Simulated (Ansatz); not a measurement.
Mg:
```
Mg
1.0
    3.15076     0.00000     0.00000
   -1.57538     2.72864     0.00000
    0.00000     0.00000     5.04753
Mg
2
Direct
  0.33333   0.66667   0.75000
  0.66667   0.33333   0.25000
```

Relaxed with PBE+D3(BJ). Special points in fractions of this cell's reciprocal vectors: Γ (0.000, 0.000, 0.000); M (0.500, 0.000, 0.000); K (0.333, 0.333, 0.000); A (0.000, 0.000, 0.500); L (0.500, 0.000, 0.500); H (0.333, 0.333, 0.500).

Problem. List the band energies nearest the Fermi level at these points for plane-wave PAW PBE+D3(BJ) (Ansatz code).

Solution. In eV from the Fermi level; about four levels below and three above (degenerate sets whole), none deeper than 8.9 eV; … stands for higher levels left out; points with the same levels are listed once.

| k | below | above |
|---|---|---|
| Γ | -7.18 -1.70 -1.11 | 11.12 11.12 11.33 11.33 |
| M | -2.27 -2.23 | 2.77 3.07 3.54 |
| K | -0.73 -0.65 -0.65 | 4.27 4.27 4.57 |
| A | -5.70 -5.70 | 5.41 5.41 … |
| L | -1.17 -1.17 -0.45 -0.45 | 8.22 8.22 … |
| H | – | 0.16 0.16 0.63 0.63 |

Space group P6_3/mmc (hcp (Mg type)). The PBE+D3(BJ) relaxation kept the symmetry of its start. The pairwise dispersion correction was not fitted to metals.

Potentials: the earlier of the program's two PAW sets.
